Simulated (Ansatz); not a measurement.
ZrTa:
```xyz
2
Lattice="0.0000 2.8213 2.8213 2.8213 0.0000 2.8213 2.8213 2.8213 0.0000" Properties=species:S:1:pos:R:3 pbc="T T T"
Ta     0.0000     0.0000     0.0000
Zr     2.8213     2.8213     2.8213
```

Relaxed with r²SCAN. Special points in fractions of this cell's reciprocal vectors: Γ (0.000, 0.000, 0.000); X (0.500, 0.000, 0.500); U (0.625, 0.250, 0.625); K (0.375, 0.375, 0.750); L (0.500, 0.500, 0.500); W (0.500, 0.250, 0.750).

### Question
List the band energies nearest the Fermi level at these points for the program Ansatz at the r²SCAN level (PAW).

### Answer
In eV from the Fermi level; about four levels below and three above (degenerate sets whole), none deeper than 8.9 eV; points with the same levels are listed once.

```tsv
k	below	above
Γ	-2.27 -2.27 -1.83 -1.83 -1.83	6.34 6.34 6.34
X	-3.55 -3.03 -1.32 -0.78	0.13 2.55 2.55
U	-2.06 -1.10 -1.02 -0.50	1.69 3.40 3.55
L	-2.77 -2.30	0.37 0.37 0.80 0.80
W	-2.11 -2.11 -2.07 -1.31	0.70 1.25 2.64
```

Space group Fm-3m (rock salt). The start of the workflow was typed in or built on a structure type; neither database checked (COD, Materials Project) lists it. Its standing as an ambient phase is unchecked. The r²SCAN relaxation kept the symmetry of its start. At this level the phase is mechanically unstable. The run is not spin-polarised. Its formation energy is positive at this level, so the cell may be metastable or incomplete. Scalar-relativistic: spin–orbit coupling is off unless named, which matters more the heavier the elements.

Potentials: the later of the program's two PAW sets.
